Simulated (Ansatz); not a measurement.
Computed properties of PbS

PbS:
```xyz
4
Lattice="5.1008 0.0000 0.0000 0.0000 5.1008 0.0000 0.0000 0.0000 4.1270" Properties=species:S:1:pos:R:3 pbc="T T T"
Pb     2.5504     0.0000     1.2548
Pb     0.0000     2.5504     2.8722
S      0.0000     0.0000     0.0000
S      2.5504     2.5504     0.0000
```

Space group P4/nmm (No. 129); conventional cell a = 5.1008 Å, b = 5.1008 Å, c = 4.1270 Å, α = 90.00°, β = 90.00°, γ = 90.00°.

Method: plane-wave PAW r²SCAN+D4 (Ansatz code). Geometry: relaxed at this level of theory. Other levels are named where they apply.

**Cell and energy**

- Volume per atom = 26.84 Å³
- Density = 7.40 g/cm³
- Formation energy from the elements (no fitted shifts) = -0.54 eV/atom

**Electronic structure**

- Band gap = 1.01 eV (indirect)
- Valence-band maximum = off the standard path, at k = (0.000, 0.294, 0.260) in fractions of the reciprocal vectors
- Conduction-band minimum = off the standard path, at k = (0.133, 0.133, 0.393) in fractions of the reciprocal vectors
- Smallest direct gap on the standard path = 1.29 eV
- Electron effective mass = 0.24, 0.28, 0.44 mₑ (principal values)
- Hole effective mass = 0.31, 0.96, 1.4 mₑ (principal values)
- Hole effective mass with spin–orbit coupling = 0.30, 0.97, 1.4 mₑ (principal values)
- HSE06 gap on the r²SCAN+D4 cell = 1.28 eV
- Gap with spin–orbit coupling = 0.65 eV

**Mechanics**

- Elastic constants (relaxed ions, GPa) = C11 = 30.9, C12 = 76.7, C13 = 13.0, C33 = 26.9, C44 = 5.0, C66 = 41.2
- Mechanical stability = unstable (C has a negative eigenvalue)

**Charges**

- Bader charges = Pb +1.02, S -1.02 e

The start of the workflow was typed in or built on a structure type; neither database checked (COD, Materials Project) lists it. It is not the phase usual at ambient conditions (space group No. 225). The cell was relaxed with r²SCAN+D4 under the symmetry of its start. The volume moved by -18 % from the start of the relaxation. The references are the lowest solids computed at this level, not always the standard phases. Spin–orbit coupling is left out wherever it is not named.

Potentials: the earlier of the program's two PAW sets. The files were generated under PBE; for other functionals the program regenerates the frozen cores, and for LDA and PBEsol the local potential too.
